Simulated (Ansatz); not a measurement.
In the program Ansatz at the r²SCAN level (PAW), SiB2Os2 in the orthorhombic phase (Cmmm; Si on 2a, Os on 4j, B on 4i) relaxes to a = 2.888 Å, b = 13.033 Å, c = 2.793 Å. Its formation energy from the elements is 0.22 eV/atom, with no fitted shifts.

Electronic character: metallic (no gap).

The bulk modulus is 285 GPa. Bader charges are Si +0.69, Os -0.25, B -0.09 e.

The start of the workflow was typed in or built on a structure type; neither database checked (COD, Materials Project) lists it. Its standing as an ambient phase is unchecked. The cell was relaxed with r²SCAN under the symmetry of its start; its stability against distortions is not shown here. No spin polarisation was allowed. Its formation energy is positive at this level, so the cell may be metastable or incomplete. The references are the lowest solids computed at this level, not always the standard phases. Spin–orbit coupling is left out wherever it is not named.

Potentials: the earlier of the program's two PAW sets.
